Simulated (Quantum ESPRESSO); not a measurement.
# Al4NO4F: input and log of a self-consistent run

Computed values, not a measurement. The program is pw.x of Quantum ESPRESSO 7.5 (plane-wave density functional theory). The cell is made up: 10 atoms on a corundum lattice, with randomly drawn elements, strain and displacements, not relaxed. PseudoDojo standard norm-conserving files (v0.5 for PBE, v0.4.1 for LDA and PBEsol) set the functional; there is no spin polarisation, spin-orbit coupling or dispersion term, and the masses in the input are unused placeholders.

Input:

```
&control calculation='scf', pseudo_dir='./dojo.nc.sr.pbe.v0_5.standard.upf', outdir='./o', disk_io='low', tprnfor=.true., tstress=.true. /
&system ibrav=0, nat=10, ntyp=4, nbnd=30, ecutwfc=105.61755193, nosym=.true., tot_charge=0,
 occupations='smearing', smearing='fd', degauss=0.0018374661
/
&electrons conv_thr=7.350e-09, electron_maxstep=60, /
ATOMIC_SPECIES
Al 1.0 Al.upf
F 1.0 F.upf
N 1.0 N.upf
O 1.0 O.upf
CELL_PARAMETERS angstrom
2.3828 1.4438 4.322
-2.4154 1.3774 4.361
-0.0736 -2.8219 4.3417
ATOMIC_POSITIONS angstrom
Al -0.0639 0.0884 4.5119
Al -0.2094 -0.105 1.9249
Al 0.0105 0.0836 8.4235
Al -0.0237 0.0044 11.1148
N -0.9297 1.4408 7.6553
O -0.713 -1.5402 7.495
O 1.4771 -0.0067 7.5668
O 0.8414 -1.404 5.4276
O 0.8425 1.488 5.3931
F -1.7053 -0.1001 5.5369
K_POINTS automatic
8 8 8 1 1 1
```

The log is shortened where brackets say so; the opening notice, blank lines, dates and the lines on written files are dropped, and the path of the files is cut. It prints rydbergs, bohrs and kilobars, and counts compression as positive stress. With no partly filled state, the Fermi energy that it prints is only some level between the filled and the empty states on the mesh, and need not lie in the true gap.

```
     Program PWSCF v.7.5
     Parallel version (MPI & OpenMP), running on       4 processor cores
     Number of MPI processes:                 4
     Threads/MPI process:                     1
     [start-up lines left out]
     bravais-lattice index     =            0
     lattice parameter (alat)  =       9.7173  a.u.
     unit-cell volume          =     594.8510 (a.u.)^3
     number of atoms/cell      =           10
     number of atomic types    =            4
     number of electrons       =        48.00
     number of Kohn-Sham states=           30
     kinetic-energy cutoff     =     105.6176  Ry
     charge density cutoff     =     422.4702  Ry
     scf convergence threshold =      7.3E-09
     mixing beta               =       0.7000
     number of iterations used =            8  plain     mixing
     Exchange-correlation= PBE
                           (   1   4   3   4   0   0   0)
     [axes and pseudopotential details left out]
   Cartesian axes
     site n.     atom                  positions (alat units)
         1        Al     tau(   1) = (  -0.0124266   0.0171912   0.8774300  )
         2        Al     tau(   2) = (  -0.0407221  -0.0204194   0.3743357  )
         3        Al     tau(   3) = (   0.0020419   0.0162577   1.6381196  )
         4        Al     tau(   4) = (  -0.0046089   0.0008557   2.1614972  )
         5        N      tau(   5) = (  -0.1807989   0.2801926   1.4887276  )
         6        O      tau(   6) = (  -0.1386572  -0.2995230   1.4575540  )
         7        O      tau(   7) = (   0.2872519  -0.0013030   1.4715170  )
         8        O      tau(   8) = (   0.1636272  -0.2730361   1.0555064  )
         9        O      tau(   9) = (   0.1638411   0.2893716   1.0487972  )
        10        F      tau(  10) = (  -0.3316300  -0.0194665   1.0767620  )
     number of k points=   256  Fermi-Dirac smearing, width (Ry)=  0.0018
     Number of k-points >= 100: set verbosity='high' to print them.
     Dense  grid:    87195 G-vectors     FFT dimensions: (  64,  64,  72)
     Estimated max dynamical RAM per process >     439.82 MB
     Estimated total dynamical RAM >       1.66 GB
     Initial potential from superposition of free atoms
     starting charge      47.9902, renormalised to      48.0000
     Starting wfcs are   40 randomized atomic wfcs
     total cpu time spent up to now is       15.6 secs
     per-process dynamical memory:   406.5 Mb
     Self-consistent Calculation
     iteration #  1     ecut=   105.62 Ry     beta= 0.70
     Davidson diagonalization with overlap
     ethr =  1.00E-02,  avg # of iterations =  3.7
     total cpu time spent up to now is       54.1 secs
     total energy              =    -220.67635300 Ry
     estimated scf accuracy    <       2.47880776 Ry
     iteration #  2     ecut=   105.62 Ry     beta= 0.70
     Davidson diagonalization with overlap
     ethr =  5.16E-03,  avg # of iterations =  2.5
     total cpu time spent up to now is       91.0 secs
     total energy              =    -221.34293468 Ry
     estimated scf accuracy    <       1.94967971 Ry
     iteration #  3     ecut=   105.62 Ry     beta= 0.70
     Davidson diagonalization with overlap
     ethr =  4.06E-03,  avg # of iterations =  2.0
     total cpu time spent up to now is      129.6 secs
     total energy              =    -221.70146374 Ry
     estimated scf accuracy    <       0.04453596 Ry
     iteration #  4     ecut=   105.62 Ry     beta= 0.70
     Davidson diagonalization with overlap
     ethr =  9.28E-05,  avg # of iterations =  8.1
     total cpu time spent up to now is      182.8 secs
     total energy              =    -221.72153891 Ry
     estimated scf accuracy    <       0.00579751 Ry
     iteration #  5     ecut=   105.62 Ry     beta= 0.70
     Davidson diagonalization with overlap
     ethr =  1.21E-05,  avg # of iterations =  6.6
     total cpu time spent up to now is      233.3 secs
     total energy              =    -221.72207403 Ry
     estimated scf accuracy    <       0.00164072 Ry
     [iterations 6 to 8 left out]
     iteration #  9     ecut=   105.62 Ry     beta= 0.70
     Davidson diagonalization with overlap
     ethr =  1.84E-08,  avg # of iterations =  2.0
     total cpu time spent up to now is      370.9 secs
     total energy              =    -221.72213029 Ry
     estimated scf accuracy    <       0.00000256 Ry
     iteration # 10     ecut=   105.62 Ry     beta= 0.70
     Davidson diagonalization with overlap
     ethr =  5.33E-09,  avg # of iterations =  2.0
     total cpu time spent up to now is      403.1 secs
     total energy              =    -221.72213064 Ry
     estimated scf accuracy    <       0.00000011 Ry
     iteration # 11     ecut=   105.62 Ry     beta= 0.70
     Davidson diagonalization with overlap
     ethr =  2.27E-10,  avg # of iterations =  4.0
     total cpu time spent up to now is      438.7 secs
     total energy              =    -221.72213070 Ry
     estimated scf accuracy    <       0.00000004 Ry
     iteration # 12     ecut=   105.62 Ry     beta= 0.70
     Davidson diagonalization with overlap
     ethr =  7.85E-11,  avg # of iterations =  2.0
     total cpu time spent up to now is      466.8 secs
     total energy              =    -221.72213069 Ry
     estimated scf accuracy    <       0.00000001 Ry
     iteration # 13     ecut=   105.62 Ry     beta= 0.70
     Davidson diagonalization with overlap
     ethr =  2.37E-11,  avg # of iterations =  2.0
     total cpu time spent up to now is      496.5 secs
     End of self-consistent calculation
     Number of k-points >= 100: set verbosity='high' to print the bands.
     the Fermi energy is    10.6594 ev
!    total energy              =    -221.72213070 Ry
     estimated scf accuracy    <          6.0E-10 Ry
     smearing contrib. (-TS)   =      -0.00000000 Ry
     internal energy E=F+TS    =    -221.72213070 Ry
     The total energy is F=E-TS. E is the sum of the following terms:
     one-electron contribution =     -43.04675423 Ry
     hartree contribution      =      56.33130982 Ry
     xc contribution           =     -60.64592783 Ry
     ewald contribution        =    -174.36075845 Ry
     convergence has been achieved in  13 iterations
     Forces acting on atoms (cartesian axes, Ry/au):
     atom    1 type  1   force =     0.16844470   -0.03099632   -0.04614463
     atom    2 type  1   force =     0.26202358    0.10000473    0.17905519
     atom    3 type  1   force =    -0.16270216   -0.08597483   -0.05804773
     atom    4 type  1   force =    -0.12889813   -0.11533712    0.09256843
     atom    5 type  3   force =    -0.00777929   -0.03929948   -0.02681377
     atom    6 type  4   force =    -0.08695337    0.01013939    0.04938284
     atom    7 type  4   force =     0.12276273    0.09691074   -0.02742936
     atom    8 type  4   force =     0.02163167    0.00551225   -0.03141955
     atom    9 type  4   force =    -0.22783276    0.08258846   -0.09698602
     atom   10 type  2   force =     0.03930302   -0.02354782   -0.03416540
     Total force =     0.573087     Total SCF correction =     0.000013
     Computing stress (Cartesian axis) and pressure
          total   stress  (Ry/bohr**3)                   (kbar)     P=      132.97
   0.00098784  -0.00056787   0.00009449          145.32      -83.54       13.90
  -0.00056787   0.00052857   0.00016570          -83.54       77.75       24.37
   0.00009449   0.00016570   0.00119532           13.90       24.37      175.84
     init_run     :     14.57s CPU     15.10s WALL (       1 calls)
     electrons    :    478.84s CPU    480.95s WALL (       1 calls)
     forces       :      4.03s CPU      4.05s WALL (       1 calls)
     stress       :     14.53s CPU     14.54s WALL (       1 calls)
     [timing details left out]
     PWSCF        :   8m32.61s CPU   8m35.36s WALL
     JOB DONE.
```

In other units: free energy -3016.683 eV for the cell, pressure 13.30 GPa, largest force component 6.737 eV/Å. This run is the check on a run of the same cell at 1143 eV and a 6 x 6 x 6 mesh: rerunning at 1437 eV and a 8 x 8 x 8 mesh moved values by no more than 0.003 eV in energy, 0.02 GPa in stress and 0.002 eV/Å in force.